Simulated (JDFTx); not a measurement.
ZnCu(100) slab cut from bulk ZnCu (space group Pm-3m, indices of the conventional cell, lattice of the Materials Project entry mp-987, not re-optimised): 5 atoms in 5 planes, a 1x1 cell of 8.53 Å² (|a| = 2.921, |b| = 2.921 Å), 5.9 Å between the outermost planes, Zn outermost, slab composition Zn3Cu2, cell height 21.8 Å, 8×8×1 k mesh, Fermi smearing 0.01 Ha, no spin polarisation. Whether this polymorph is the ambient one wasn't checked.

Level of theory: PBE, GBRV ultrasoft potentials, plane waves to 20/100 Ha; code: JDFTx (a modified build). Liquid: CANDLE, water, 0.5 M KF. Between zero charge and 0.29 V from it the run gives σ = 4.2 μC/cm², a mean capacitance of 14.4 μF/cm². The liquid has ε = 78.4, a 1:1 salt at 0.5 M with linear (Debye) response, and T = 298 K.

Worked example: the Debye length, the diffuse-layer capacitance, and the inner capacitance that is left when the two stand in series.

Each ion has density c = 0.5 × 6.022×10⁻⁴ = 3.011e-04 Å⁻³. λ² = ε kT / (8π (e²/4πε₀) c) with kT = 0.02568 eV and e²/4πε₀ = 14.40 eV Å gives λ = 4.30 Å; the log prints 4.30 Å. C_diffuse = ε₀ε/λ = 161 μF/cm². Then 1/C_inner = 1/14.4 − 1/161, so C_inner = 15.8 μF/cm², which equals a vacuum gap of ε₀/C_inner = 0.56 Å. The diffuse layer takes 9 % of the potential drop; the rest lies between the electrode's charge and the onset of the dielectric, with the electrode's own (quantum) capacitance in it. The split is a model: in the calculation solvent and ions share one smooth cavity.
